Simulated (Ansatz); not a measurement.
## Pt: opening a crack plane

Pt, Im-3m, a = 3.139 Å. This isn't the element's structure at ambient conditions. Ansatz: r2SCAN, PAW, 500 eV, Γ-centred 23×23×7 mesh on 4 atoms, Gaussian smearing 0.15 eV; no spin polarisation. One cut on (011) per cell of 4 atoms is opened rigidly by x, between planes of Pt and Pt that stand 2.22 Å apart; y is the energy per area (6.967 Å², 1 eV/Å² = 16.02 J/m²).

```
x (Å) y (J/m²)
 0.00     0.000
 0.50     0.931
 1.00     2.029
 2.00         ?
 3.00     3.235
 6.00     3.292
```

**Question.** Fit the universal binding curve y = W[1 − (1 + x/l) e^(−x/l)] to the other rows, give the peak stress, and predict the missing value.

**Answer.** Least squares gives W = 3.29 J/m² and l = 0.478 Å. The stress dy/dx peaks at x = l with W/(e l) = 25.3 GPa, for rigid faces. At x = 2.00: x/l = 4.184, y = 3.030 J/m². The run gave 2.999 J/m², so the fit is 0.031 J/m² too high, a small miss on the scale of the series.

Spin–orbit coupling is left out, which can shift energies with elements as heavy as these.

Cost: 6 runs of about 6.5 core-minutes in all, on AMD EPYC 9R45 (Zen 5) (shared hosts).